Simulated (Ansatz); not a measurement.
# EuCuSeF: what a change of kpoints.mp_grid.grid, basis.ecutwfc does

Level of theory: PBEsol+U (Eu 6 eV, Cu 4 eV), collinear spin, scalar-relativistic; Ansatz, plane waves to 420 eV (PAW set soft_2), k-mesh 3×3×2 shifted by half a step. These are the settings of the reference run.

Cell:

```
cell
1.0
    -4.0028   -4.0028    0.0000
     4.0028   -4.0028    0.0000
     0.0000    0.0000    8.7534
Eu Cu Se F
4 4 4 4
Direct
  0.2500 0.7500 0.3342
  0.7500 0.2500 0.3342
  0.7500 0.7500 0.6658
  0.2500 0.2500 0.6658
  0.0000 0.5000 0.0000
  0.5000 0.0000 0.0000
  0.0000 0.0000 0.0000
  0.5000 0.5000 0.0000
  0.7500 0.2500 0.8283
  0.2500 0.7500 0.8283
  0.7500 0.7500 0.1717
  0.2500 0.2500 0.1717
  0.0000 0.5000 0.5000
  0.5000 0.0000 0.5000
  0.0000 0.0000 0.5000
  0.5000 0.5000 0.5000
```

The reference run of this cell is solved again as a single point with these keys changed:

| key | reference run | changed run |
| --- | --- | --- |
| kpoints.mp_grid.grid | [3, 3, 2] | [4, 4, 2] |
| basis.ecutwfc | 420 | 350 eV |

Q: How far do the results move?

A: 

```
                                    quantity  reference run  changed run
energy, changed less reference (meV an atom)              0         32.3
                              pressure (GPa)            0.0          0.0
                        largest force (eV/Å)           0.01         0.01
                        gap on the mesh (eV)           1.74         1.75
                     moment of the cell (μB)          28.00        28.00
```

The energy moves by 32 meV an atom (0.52 eV for the cell). It took 14 iterations.

Caveats: the reference run: open f or d shells may hold a state above the lowest; a single point, atoms not relaxed again; semilocal functionals make gaps too small and can close them; the changed cutoff lies under the advised one, so the shift is an error of the basis.
